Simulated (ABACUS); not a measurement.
A self-consistent single point of GaCuSe2 (I-42d, 8 atoms in the cell; from Materials Project mp-4840).

```xyz
8
Lattice="-2.8014 2.8014 5.5552 2.8014 -2.8014 5.5552 2.8014 2.8014 -5.5552" Properties=species:S:1:pos:R:3 pbc="T T T"
Ga     2.8014     0.0000     2.7776
Ga     0.0000     0.0000     5.5552
Cu     0.0000     2.8014     2.7776
Cu     0.0000     0.0000     0.0000
Se     1.4007     1.3795    -1.3888
Se     1.3795     4.2021     1.3888
Se     1.4007     1.4219     4.1664
Se     1.4219    -1.4007     6.9440
```

Level of theory: PBEsol, numerical atomic orbitals TZP (confined pseudo-atomic orbitals; energy shift 0.01 Ry), PseudoDojo 0.4 standard norm-conserving PBEsol (tails mended) pseudopotentials in ABACUS 3.10.1.

ABACUS settings:

| setting | value |
|---|---|
| basis | TZP numerical atomic orbitals, energy shift 0.01 Ry |
| KPT | Gamma 5 5 5 0 0 0 |
| basis_type | lcao |
| dft_functional | PBESOL |
| ecutwfc | 100 Ry |
| smearing_method | mv |
| smearing_sigma | 0.00999582 Ry |
| potentials | PseudoDojo 0.4 standard norm-conserving PBEsol (tails mended) |
| symmetry | 1 |
| ks_solver | genelpa |
| scf_nmax | 100 |
| scf_thr | 1.0e-06 |
| mixing_type | pulay |
| mixing_beta | 0.4 |

Results:

* **Number of valence electrons**: 128
* **Number of bands**: 77
* **Number of k-points after the program's reduction**: 18
* **Size of the basis**: 182
* **Number of SCF iterations**: 10
* **Free energy E − TS**: -27641.6725 eV
* **Fermi level (on the code's own zero)**: 9.45 eV

The atom-centred basis is finite, which shifts total energies against plane waves. Forces and stress are left out: the polarisation orbitals used for some of these elements are too diffuse to give them reliably, and gaps can carry the same lack. The structure comes from a collection of computed structures, made at another level of theory; the collection holds predicted forms beside known ones. No clean gap shows at this smearing width and mesh (spacing up to 0.32 Å⁻¹); the mesh is coarse for partly filled bands, so the values carry mesh errors. Semi-local functionals can close small gaps.

Cost on one core: very roughly 80 core-seconds.

The atomic orbitals were generated for these runs; they are not ABACUS's published sets and were checked against plane waves on a few crystals only.

“Tails mended”: in these copies of the files the far tail of each local potential was reset to the Coulomb form.
